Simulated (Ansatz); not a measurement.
Input:

ZrC (rock salt)

```
ZrC
1.0
    0.00000     4.71144     4.71144
    2.35572     0.00000     2.35572
    2.35572     2.35572     0.00000
C Zr
2 2
Direct
  0.00000   0.00000   0.00000
  0.50000   0.00000   0.00000
  0.25000   0.50000   0.50000
  0.75000   0.50000   0.50000
```

The atoms are displaced by Q × the pattern below (from a DFPT mode at L = (0.5, 0.0, 0.0), largest move 1; Q in Å), at fixed cell. (q is in reciprocal vectors of the primitive cell; the cell shown is doubled to hold the pattern.)

```
atom       x       y       z
----  ------  ------  ------
Zr3   -0.577   0.577   0.577
Zr4    0.577  -0.577  -0.577
```

Atoms not listed stay in place.

Calculation: r2SCAN (plane waves to 500 eV, PAW, scalar-relativistic; Ansatz, a quantum-chemistry and plane-wave program). k mesh 17×17×17 (Γ-centred), Fermi-Dirac smearing 0.05 eV. Energies are smeared free energies. With partly filled bands, energies and forces of such displacements shift with the k mesh and the smearing. ZrC is run without spin polarisation. ZrC was relaxed with its symmetry unable to fall. The zero of ΔE is the undisplaced structure.

The scan covers Q from -0.180 to 0.180 Å in 13 points.

**Question.** Which space group does the distorted structure have?

**Answer.** R-3m (No. 166), lowered from Fm-3m.

**Question.** Is this a single well or a double well?

**Answer.** A single well with its minimum at or next to zero displacement.

**Question.** What is the energy change at Q = 0.180 Å?

**Answer.** 1161 meV/cell.

**Question.** What harmonic wavenumber does the curvature at Q = 0 give?

**Answer.** 331 cm⁻¹.

(A displaced cell: forces are minus the slopes of the energy, force constants its curvatures, and phonons follow from these.)
